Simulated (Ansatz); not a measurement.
Trial structure of KRu₄, not yet relaxed:

```cif
data_structure
_symmetry_space_group_name_H-M 'I4/mmm'
_symmetry_Int_Tables_number 139
_cell_length_a 4.4085
_cell_length_b 4.4085
_cell_length_c 10.9698
_cell_angle_alpha 90.000
_cell_angle_beta 90.000
_cell_angle_gamma 90.000
_cell_volume 213.19
loop_
_atom_site_label
_atom_site_type_symbol
_atom_site_symmetry_multiplicity
_atom_site_Wyckoff_symbol
_atom_site_fract_x
_atom_site_fract_y
_atom_site_fract_z
_atom_site_occupancy
K1 K 2 a 0.00000 0.00000 0.00000 1
Ru1 Ru 4 d 0.50000 0.00000 0.25000 1
Ru2 Ru 4 e 0.00000 0.00000 0.38006 1
```

Theory: DFT PBE, scalar-relativistic, plane waves, PAW in Ansatz. Cutoff 420 eV; k points 6×6×6 on the computed 5-atom cell (Γ-centred); Gaussian smearing, width 0.10 eV; no spin polarisation.

Energies over the elements count from the elements' standard structures at the same level, with no fitted energy shifts.

Question: How far from equilibrium is it?

Answer: The pressure is -14.1 GPa (the mean over three directions, positive in compression), the largest force is 0.75 eV/Å, and the energy is +0.98 eV/atom against the elements. The shortest distance is 2.63 Å.

Question: Is it a good guess?

Answer: A fair one: relaxing gains about 0.16 eV/atom (the start's value is from the coarse mesh, so the gain is rough) in 13 ionic steps and ends at +0.81 eV/atom on the finer mesh. The symmetry stays I4/mmm (No. 139). The volume per atom shrinks by 11.4 %, from 21.3 to 18.9 Å³. The shortest distance goes from 2.63 Å (Ru–Ru) to 2.48 Å (Ru–Ru). The ratio c/a of the conventional cell changes by a factor of 0.90. Conventional cell: a = 4.391 Å, c = 9.793 Å. K has 16 Ru at 3.29–3.36 Å, 2 Ru at 3.61 Å and 4 K at 4.39 Å; around Ru on a site of symmetry -4m2 lie 4 Ru at 2.48 Å, 4 Ru at 3.10 Å and 4 K at 3.29 Å; Ru on a site of symmetry 4mm has 5 Ru at 2.48–2.57 Å, 4 K at 3.36 Å and 1 K at 3.61 Å.

The last run used a 12×12×12 mesh for its 5-atom cell and Gaussian smearing of 0.10 eV. The relaxation can't lower the symmetry of the start, and the grade says only how near the guess is to its own end. Symmetry constrained the relaxation, so the result can be a saddle point.
